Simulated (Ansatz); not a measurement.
Given:

I:
```cif
data_I
_chemical_formula_sum 'I1'
_space_group_name_H-M_alt 'P 1'
_space_group_IT_number 1
_cell_length_a 3.57281
_cell_length_b 3.57281
_cell_length_c 3.57281
_cell_angle_alpha 109.471
_cell_angle_beta 109.471
_cell_angle_gamma 109.471
loop_
_space_group_symop_operation_xyz
  'x, y, z'
loop_
_atom_site_label
_atom_site_type_symbol
_atom_site_fract_x
_atom_site_fract_y
_atom_site_fract_z
_atom_site_occupancy
I1 I 0.00000 0.00000 0.00000 1
```

This is the r²SCAN+D4-relaxed structure.

Task: All from r²SCAN+D4 in the plane-wave PAW code Ansatz, unless another level is named. Predict the electronic character.

Result: metallic (no gap).

Task: What about the density of states at the Fermi level?

Result: 2.2 states/eV per atom (mean over ±0.08 eV).

Task: And the gap with spin–orbit coupling?

Result: none (metallic).

Space group Im-3m (bcc (W type)). The cell is a constructed one: a structure type filled with these elements; the Crystallography Open Database copy checked does not list it. It is not the phase usual at ambient conditions (space group No. 64). Symmetry was held in the r²SCAN+D4 relaxation. At this level the phase is mechanically unstable. With an odd number of electrons in the cell and no spin polarisation, the count alone makes it a metal. Scalar-relativistic: spin–orbit coupling is off unless named, which matters more the heavier the elements.

Potentials: the later of the program's two PAW sets.
